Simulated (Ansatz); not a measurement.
BAs:
```cif
data_As2B2
_chemical_formula_sum 'B2 As2'
_space_group_name_H-M_alt 'P 1'
_space_group_IT_number 1
_cell_length_a 3.35789
_cell_length_b 3.35789
_cell_length_c 5.55524
_cell_angle_alpha 90.000
_cell_angle_beta 90.000
_cell_angle_gamma 120.000
loop_
_space_group_symop_operation_xyz
  'x, y, z'
loop_
_atom_site_label
_atom_site_type_symbol
_atom_site_fract_x
_atom_site_fract_y
_atom_site_fract_z
_atom_site_occupancy
B1 B 0.33333 0.66667 0.37470 1
B2 B 0.66667 0.33333 0.87470 1
As1 As 0.33333 0.66667 0.00030 1
As2 As 0.66667 0.33333 0.50030 1
```

This is the HSE06-relaxed structure.

**Question.** All from DFT-HSE06 in the program Ansatz with PAW potentials, unless another level is named. Predict the band gap.

**Answer.** 1.77 eV (indirect).

**Question.** What about the gap with spin–orbit coupling?

**Answer.** 1.69 eV (at the special points and the edges found without it).

**Question.** Next, the smallest direct gap on the standard path?

**Answer.** 3.01 eV.

**Question.** What about the valence-band maximum?

**Answer.** at Γ.

**Question.** Give the conduction-band minimum.

**Answer.** at M (3 equivalent valleys).

Space group P6_3mc (wurtzite). The workflow started from a Materials Project entry (that database holds measured and hypothetical structures alike); the Crystallography Open Database copy checked does not list it. It is not the phase usual at ambient conditions (space group No. 216). The HSE06 relaxation kept the symmetry of its start; whether a distortion lowers the energy is not shown. The hybrid was solved on a coarse mesh, the path and, where they were found, the r²SCAN edge points; its band edges are the extreme levels among these. Spin–orbit coupling is left out wherever it is not named.

Potentials: the earlier of the program's two PAW sets. The files were generated under PBE; for other functionals the program regenerates the frozen cores, and for LDA and PBEsol the local potential too.
